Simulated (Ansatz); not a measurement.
Relaxed-ion elastic tensor of Sc$_{3}$InB (anti-perovskite, space group No. 221) in GPa (Voigt order), DFT-r²SCAN in the program Ansatz with PAW potentials; density 4.22 g/cm³, 20.52 Å³ per atom.

```
 176  35.4  35.4   0.0   0.0   0.0
35.4   176  35.4   0.0   0.0   0.0
35.4  35.4   176   0.0   0.0   0.0
 0.0   0.0   0.0  55.3   0.0   0.0
 0.0   0.0   0.0   0.0  55.3   0.0
 0.0   0.0   0.0   0.0   0.0  55.3
```

Question: Is the crystal mechanically stable?

Answer: Yes: the smallest eigenvalue of C is 55.3 GPa.

Question: Work out the Voigt, Reuss and Hill averages.

Answer: K_V = 82.3, K_R = 82.3, K_H = 82.3; G_V = 61.3, G_R = 60.5, G_H = 60.9 GPa.

Question: Give Young's modulus, Poisson's ratio, Pugh's ratio and the universal anisotropy index.

Answer: E = 9KG/(3K + G) = 147 GPa; ν = 0.20; K/G = 1.35 (brittle by the Pugh limit of 1.75); A_U = 5G_V/G_R + K_V/K_R − 6 = 0.07.

Question: Estimate the sound speeds and the Debye temperature.

Answer: v_l = √((K + 4G/3)/ρ) = 6230 m/s, v_t = √(G/ρ) = 3800 m/s, mean 4200 m/s; Θ = (h/k)(3n/4πV)^(1/3) v_m = 456 K.

Question: Give the Zener ratio and Young's modulus along [100], [110] and [111].

Answer: A = 2C44/(C11 − C12) = 0.79; 1/E = S11 − 2(S11 − S12 − S44/2)Γ with Γ = 0, 1/4, 1/3 gives 164, 142, 136 GPa.

Question: Solve the Christoffel equation for the three sound speeds along [100], [110], [111].

Answer: Eigenvalues of C_ijkl n_j n_l equal ρv². In km/s, slowest first: [100] 3.62, 3.62, 6.46; [110] 3.62, 4.08, 6.18; [111] 3.94, 3.94, 6.08.

Space group Pm-3m (anti-perovskite). The workflow started from an entry of the Crystallography Open Database (COD). Its standing as an ambient phase is unchecked. The cell was relaxed with r²SCAN under the symmetry of its start; of distortions, only those at the zone centre were tested. No spin polarisation was allowed. As this level gives no gap, shear constants depend on the k-mesh and smearing (Fermi–Dirac, 0.1 eV here).

Potentials: the later of the program's two PAW sets.
